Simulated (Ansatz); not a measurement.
TiAl (CuAu type, space group P4/mmm)

```yaml
crystal:
  lattice:
    - [2.82408, 0.00000, 0.00000]
    - [0.00000, 2.82408, 0.00000]
    - [0.00000, 0.00000, 4.07063]
  atoms:
    - { symbol: Al, position: [0.50000, 0.50000, 0.50000] }
    - { symbol: Ti, position: [0.00000, 0.00000, 0.00000] }
```

The volume is varied about the relaxed value V₀ at fixed cell shape. Symmetry pins the atoms to their sites.

The numbers are results of PBE (plane waves to 420 eV, PAW, scalar-relativistic; Ansatz, a first-principles code), not measurements. k mesh 16×16×12 (Γ-centred), Fermi-Dirac smearing 0.05 eV. E stands for the smeared free energy. Stress and pressure are positive under compression. With the shape held, the modulus is that of even scaling; a crystal free to change shape is softer. The PAW data are Ansatz's earlier set. TiAl is run without spin polarisation. TiAl was relaxed with its symmetry unable to fall. ΔE is measured from the relaxed starting cell. The last digit holds for this mesh only.

| V (Å³/atom) | ΔE (meV/atom) |
|---|---|
| 13.635 | 195.0 |
| 14.285 | 101.8 |
| 14.934 | 42.1 |
| 15.583 | 9.8 |
| 16.233 | 0.0 |
| 16.882 | 8.6 |
| 17.531 | 32.4 |
| 18.180 | withheld |
| 18.830 | 114.9 |

### Question
Fit a third-order Birch-Murnaghan form (E₀, V₀, B₀, B₀′ free) to the given rows and predict ΔE at V = 18.180.

### Answer
Least squares on the 8 given rows: ΔE = E₀ + (9V₀B₀/16)·y²·[2 + (B₀′ − 4)y], y = (V₀/V)^(2/3) − 1, with V₀ = 16.233 Å³/atom, B₀ = 113.1 GPa (160.2 GPa = 1 eV/Å³; the term in eV is multiplied by 1000), B₀′ = 3.91, E₀ = 0.03 meV/atom; root-mean-square residual 0.07 meV/atom. At 18.180 the fit gives 68.5 meV/atom; the calculation gives 68.5 meV/atom, the same to the digits shown. For the pressure the fit gives -10.3 GPa against the computed -10.3 GPa.

(A scan under strain: stresses follow from slopes of the energy per volume, elastic moduli from its curvatures.)
